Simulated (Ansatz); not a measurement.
Zn5InGaO8:
```
CELL_PARAMETERS angstrom
      1.65951     0.95812    19.30026
     -1.65951     0.95812    19.30026
      0.00000    -1.91623    19.30026
ATOMIC_POSITIONS crystal
  In 0.00067 0.00067 0.00067
  O  0.68641 0.68641 0.68641
  Zn 0.72062 0.72062 0.72062
  O  0.06491 0.06491 0.06491
  Zn 0.09931 0.09931 0.09931
  O  0.77687 0.77687 0.77687
  Ga 0.81138 0.81138 0.81138
  O  0.14481 0.14481 0.14481
  O  0.84599 0.84599 0.84599
  Zn 0.19006 0.19006 0.19006
  O  0.22457 0.22457 0.22457
  Zn 0.90209 0.90209 0.90209
  O  0.93658 0.93658 0.93658
  Zn 0.28071 0.28071 0.28071
  O  0.31502 0.31502 0.31502
```

Relaxed with PBE. Special points in fractions of this cell's reciprocal vectors: Γ (0.000, 0.000, 0.000); T (0.500, 0.500, 0.500); H2 (0.832, 0.168, 0.500); H0 (0.500, -0.168, 0.168); L (0.500, 0.000, 0.000); S0 (0.334, -0.334, 0.000); S2 (0.666, 0.000, 0.334); F (0.500, 0.000, 0.500).

Question: List the band energies nearest the valence-band maximum at these points for the program Ansatz at the PBE level (PAW).

Answer: In eV from the valence-band maximum; about four levels below and three above (degenerate sets whole), none deeper than 8.9 eV; points with the same levels are listed once.

| k | below | above |
|---|---|---|
| Γ | -0.11 -0.11 0.00 0.00 | 0.88 2.16 2.20 |
| T | -0.11 -0.11 0.00 0.00 | 1.32 1.38 2.98 |
| H2 | -1.13 -0.94 -0.92 -0.69 | 6.29 7.00 7.51 |
| L | -0.87 -0.85 -0.75 -0.46 | 5.13 5.29 5.62 |
| F | -0.98 -0.88 -0.68 -0.46 | 5.12 5.29 5.63 |

Space group R3m. The start of the workflow was typed in or built on a structure type; neither database checked (COD, Materials Project) lists it. Whether it is the stable phase at ambient conditions was not checked. The cell was relaxed with PBE under the symmetry of its start; its stability against distortions is not shown here. Spin–orbit coupling is left out wherever it is not named.

Potentials: the earlier of the program's two PAW sets.
